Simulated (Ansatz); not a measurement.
GeB2W2:
```yaml
crystal:
  lattice:
    - [3.13841, 0.00000, 0.00000]
    - [-1.56920, 2.71794, 0.00000]
    - [0.00000, 0.00000, 6.75335]
  atoms:
    - { symbol: W, position: [0.33333, 0.66667, 0.71825] }
    - { symbol: W, position: [0.33333, 0.66667, 0.28175] }
    - { symbol: Ge, position: [0.00000, 0.00000, 0.00000] }
    - { symbol: B, position: [0.00000, 0.00000, 0.50000] }
    - { symbol: B, position: [0.66667, 0.33333, 0.50000] }
```

Relaxed with r²SCAN.

Problem. Map the electron localisation function on the plane through (0.333, 0.667, 0.718) spanned by u = [0, 0, 1] and v = [1, -1, 0] in lattice vectors, from r²SCAN in the plane-wave PAW code Ansatz.

Solution. x is the fraction of u, y of v (the angle between them is 90°; rows are the nearest grid lines); atoms in the plane: W at (0.00, 0.00), W at (0.56, 0.00), Ge at (0.28, 0.67), B at (0.78, 0.67), B at (0.78, 0.33).
```
| :#%*:.:-==-:.:+%#- .*%*-:--::*%#: |
|:=%%+:.:====-.:+%%+:=#%*::--::+%%=:|
|#%@%+::=++++=::=#@%#%@%+::==::=#@%#|
|*+=--+*#****#*+--=+**+--=+**+=--=**|
|:::-=*#*++++*##+-:::::-=*####*+-:::|
|..:=*#*+=--=+*#*=::.:-+*##**###+-:.|
|::-+**+=:..:=+**+=::-+###=::=#%#+-:|
|--=+**+-.:-.:=***=--=*##+.  .+##*=-|
|--=+**=:.%@.:=***=--=*##+    =##*+-|
|--=***+=:..:-+*#*=--=*#%#+--=#%#*=-|
|===*##*+=--=+*##*+===+#%%%##%%%#*==|
|==++*#*++==++*#**+===+*#%@@@@%%#+==|
|===+***++===+***++==++*#%@@@@%%#++=|
|====+++==--===++====+*#%%%##%%%#*+=|
|====---::::::---====+*#%#+--=#%#*+=|
|+==--:..    ..::-==++#%#+    =#%#*+|
|==---:...  ...:---==+*#%+.  .+#%#+=|
|------::....:::-----=+###=::=*##+=-|
|::::----::::----:::::-+*##**###+-::|
|:::::----------:::::::-=*####*=-:::|
|**+-::-======--:-+***=-:-+**+=--=+*|
|#%@%=::-====-::=#@%#%@%+::==::=#@%#|
|:=%%+:.:-===:.:+%%+:=#%*::--::+%%=:|
| :#%*:.:-==-:.:+%#- .*%*-:--::*%#: |
```
Scale: ten equal steps from 0.001 (start of ' ') to 0.778 (end of '@'), in the order ' .:-=+*#%@'; x runs from 0.000 to 1.00, y from 0.000 (bottom) to 1.00 (top).

The density is the valence pseudo-density with augmentation charge, so density and ELF within about 1 Å of a nucleus are not all-electron values.

Space group P-6m2. The start of the workflow was typed in or built on a structure type; neither database checked (COD, Materials Project) lists it. Its standing as an ambient phase is unchecked. The r²SCAN relaxation kept the symmetry of its start; whether a distortion lowers the energy is not shown. The run is not spin-polarised. Scalar-relativistic: spin–orbit coupling is off unless named, which matters more the heavier the elements.

Potentials: the earlier of the program's two PAW sets.
